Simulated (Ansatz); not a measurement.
An Ansatz input:

```yaml
crystal:
  lattice:
    - [4.5608168901, 0.0, 0.0]
    - [-2.2804084451, 3.9497832888, 0.0]
    - [0.0, 0.0, 2.7136999385]
  atoms:
    - { symbol: Pt, position: [0.0, 1.0, 1.0], spin: 1.0 }
    - { symbol: Pt, position: [0.3333333333, 0.6666666667, 0.5], spin: 1.0 }
    - { symbol: Pt, position: [0.6666666667, 0.3333333333, 0.5], spin: 1.0 }
hamiltonian:
  xc: mr2scan
  pseudopotentials:
    kind: paw
    azcp:
      Pt: "pseudopotentials/Pt.paw.azcp"
basis:
  ecutwfc: 500
  fft_grid_basis: typed
kpoints:
  mp_grid: { grid: [11, 11, 15], shift: [0, 0, 0] }
magnetization:
  spin_polarized: true
scf:
  occupations: { method: fermi_dirac, width: 0.05 }
output:
  stress: true
```

and its output:

```
Engine: ansatz 0.2.0, aarch64-unknown-linux-gnu
Pseudopotentials: kind: paw
Pseudopotential: Pt, paw, valence charge 18, recommended cutoff 500 eV (meta_gga) 
Functional definition: m-r2SCAN
  exchange = m_r2scan_x
  correlation = m_r2scan_c
Crystal: 3 atoms, lattice volume = 48.885 Å³
Basis set: ecut = 500 eV, 1251 PW (Γ), exchange–correlation on 144×144×80 points (64 copies of the dense FFT grid, shifted against one another)
Bands: 35, of which v1, the nominal top of the filled ones, is band 27 counted from 1 (26 counted from 0)
Symmetry: 24 space group operations
Space group: P6/mmm (ITA 191), of the structure as read, at distance tolerance 3.7e-5 Å
Magnetic group: BNS 191.233 (UNI 1463), of the structure as read, at distance tolerance 3.7e-5 Å
k-points: 128 of 1815
Non-local potential: Pt, projectors of the file, l = 0: 3, l = 1: 2, l = 2: 2, l = 3: 1
PAW form: soft (Blöchl's): semilocal exchange-correlation on the pseudo side does not see the compensation charge
PAW frozen core: Pt, regenerated for the run's functional (the file was generated under x = pbe(κ = 0.804, μ = 0.2195149727645171), c = pbe(β = 0.06672455060314922))
PAW one-centre angular grid: Pt, 590 points (default); XC on 160 Gauss nodes
Initial density: superposition of atomic densities (chi_scale 0.1, normalization cell)
Starting moments: Σ|m| = 3 μB on 3 of 3 sites
Initial wavefunctions: pseudopotential atomic-orbital guess
Functional: x = mr2scan, c = mr2scan; τ floored in thin density (d = 2e-4 eV/Å³)
iter 1 solved again at ethr=2.63e-3 eV; its pass at ethr=3.10e-3 eV (dr2=1.42e0 eV) is discarded
SCF iter   1: F=—  HF=-37609.897861 eV  |F-HF|=—  |Δ(HF+E_count)|=         —  Δρ=4.26e-2 (↑4.26e-2 ↓2.85e-2)  dr2=1.92e0  dr2_τ=3.48e-2  dr2_m=1.25e-1  M=1.732 μB ∫|m|=1.746 μB  β_m=0.71  ethr=2.63e-3  ⟨swp⟩=2.0  Hψ=48611  notcnv=0
Mixer restart at iter 1: flushing history
spin=Collinear: Kerker preconditioning applied to the charge; magnetization (m = ρ↑ − ρ↓) channel mixes plain (no charge-response kernel on spin).
SCF iter   2: F=—  HF=-37609.346016 eV  |F-HF|=—  |Δ(HF+E_count)|=   5.52e-1  Δρ=2.19e-2 (↑2.19e-2 ↓1.84e-2)  dr2=5.79e-1  dr2_τ=1.75e-2  dr2_m=1.84e-2  M=1.586 μB ∫|m|=1.626 μB  β_m=1.00  ethr=2.63e-3  ⟨swp⟩=2.0  Hψ=14618  notcnv=0  κ⁻¹=1.0e0(r=1)
SCF iter   3: F=—  HF=-37609.651720 eV  |F-HF|=—  |Δ(HF+E_count)|=   3.06e-1  Δρ=1.37e-2 (↑1.37e-2 ↓1.08e-2)  dr2=2.09e-1  dr2_τ=5.57e-3  dr2_m=3.67e-3  M=1.351 μB ∫|m|=1.434 μB  β_m=0.78  ethr=1.07e-3  ⟨swp⟩=2.4  Hψ=13366  notcnv=0  defer=246  κ⁻¹=1.1e-1(r=2)
SCF iter   4: F=—  HF=-37610.311269 eV  |F-HF|=—  |Δ(HF+E_count)|=         —  Δρ=4.23e-2 (↑4.23e-2 ↓3.92e-2)  dr2=3.03e-2  dr2_τ=1.03e-1  dr2_m=7.30e-1  M=-0.762 μB ∫|m|=0.762 μB  β_m=1.00  ethr=3.87e-4  ⟨swp⟩=2.0  Hψ=14136  notcnv=0  defer=322
Mixer restart at iter 4: flushing history
...
SCF iter  25: F=—  HF=-37609.886820 eV  |F-HF|=—  |Δ(HF+E_count)|=  4.66e-10  Δρ=8.14e-7 (↑8.14e-7 ↓7.18e-7)  dr2=1.17e-9  dr2_τ=3.47e-11  dr2_m=1.25e-10  M=-0.000 μB ∫|m|=0.000 μB  β_m=1.00  ethr=1.00e-12  ⟨swp⟩=2.0  Hψ=14912  notcnv=0  κ⁻¹=3.8e-5(r=8)
SCF iter  26: F=-37609.886820 eV  HF=-37609.886820 eV  |F-HF|=1.31e-10  |Δ(HF+E_count)|=  3.71e-10  Δρ=2.40e-7 (↑2.17e-7 ↓2.40e-7)  dr2=1.36e-10  dr2_τ=2.98e-12  dr2_m=6.40e-12  M=-0.000 μB ∫|m|=0.000 μB  ethr=1.00e-12  ⟨swp⟩=2.0  Hψ=16935  notcnv=0
SCF 1 converged in 26 iterations: F = -37609.886820 eV  dr2 = 1.36e-10
at 1 of the mixer's solves, the last at iteration 6, it left a direction of its history that read negative out of its fit and stepped the other way along it
WARN: the starting moments were not kept: the SCF closed with an absolute magnetisation of 5.2e-5 μB, where they sum to 3 μB in size (3 sites). That is at most 0.1 of that sum. Measured as dr2_m measures the in/out step, that magnetisation stands 5.1e-10 eV from none, at or under the dr2_threshold of 1.0e-7 eV: it is no larger than a step whose dr2_m would equal this threshold. The system may hold no moment; this SCF shows only that its start led to no more than that. To try another start: raise the starting moments (crystal.atoms[].spin, magnetization.per_species, magnetization.initial_magnetization, or on a non-collinear deck that types none of these the spinor_matrix: blocks that start its atoms; where the total moment is fixed, keep their sum and leave initial_magnetization as it is; typed ones take the place of any that the run laid by itself, positive ones on a crystal's lanthanoids without a Hubbard term where scf.initial_density.shell_occupations: [] is typed) or, if the notice of its spin-set hold's release reads "site moments contracting" or "site moments show no strong build", lengthen the hold (scf.mixing.spin_hold: { on: { confirm: 4 } }; for m-r²SCAN on two components see the key's manual first). Each may lead to a state that holds a moment. A second SCF, from the converged charge density, with the starting moments and any scf.initial_density.shell_occupations laid on it anew, would have followed, and was not run: the deck does not ask for one (magnetization.retry_lost_moments is false, the default). To let it run, set magnetization.retry_lost_moments: true and run the deck again, where that key's refused combinations let it; where memory then withholds it, that run's warning says so.
this state was not tested for a lower state beside it, because the mixer in use, unlike msr1, does not test its closes by its own steps (another_mixer; see scf.mixing.algorithm and scf.lower_state_search)
SCF converged after 26 iterations
Magnetization: -0.0001 μB (27.0000 up, 27.0000 down)
Absolute magnetization: 0.0001 μB (∫|ρ↑−ρ↓|, with the PAW one-centre terms)
Spin contamination: 0.0000 ħ² per cell (⟨S²⟩ above its minimum at these occupations)
Per-site moments (μB) at R_I (Å): [(-2.030207816165794e-5, 1.11940122463125), (-1.501278646733496e-5, 1.0861904044249142), (-1.5012786467448001e-5, 1.0861904044249142)]
Free energy (F): -37609.886820 eV
Harris-Foulkes:  -37609.886820 eV  (|F-HF|=1.31e-10)
Internal energy: -37609.837492 eV  (E = F + TS)
E sigma→0 (E₀):  -37609.862156 eV
Entropy (-TS):   -0.049328 eV (-16.443 meV/atom)
Fermi energy:    20.751745 eV
--- Per-component energies (eV) ---
  E_band       = -545.536342
  E_kinetic    = 1909.791746
  E_local      = -4730.394478  (includes V_loc(G=0)·N_el)
  E_nonlocal   = 606.975905
  E_hartree    = 1753.175634
  E_xc         = -748.356379
  E_vxc        = -1009.551526  (∫ρ·V_xc dr)
  E_paw        = -28439.751573  (= ΣΔE_a)
  E_vpaw       = -893.238832  (= ΣTr[D̂ρ^β])
  E_aug_tail   = 0.000437  (compensation charges beyond the density's cutoff)
  E_vtau       = 64.529159  (kinetic-family band-sum trace: ∫τ·v_τ [+ j·A + Jᵃ·Aᵃ] dr)
  E_ewald      = -7960.584302
  E_core_change = -0.694483  (= ΣΔE_core)
  E_smearing   = -0.049328  (= −TS)
  E_closure    = -0.000000  (closes the sum)
  Σ components = -37609.886820   (vs F -37609.886820, Δ=0.00e0)
--- Stress (GPa, compression-positive) ---
       -8.981360       0.000000       0.000000
        0.000000      -8.981360       0.000000
        0.000000       0.000000      -9.237765
  P = ⅓ Tr σ = -9.0668 GPa (-90.668 kbar)
```
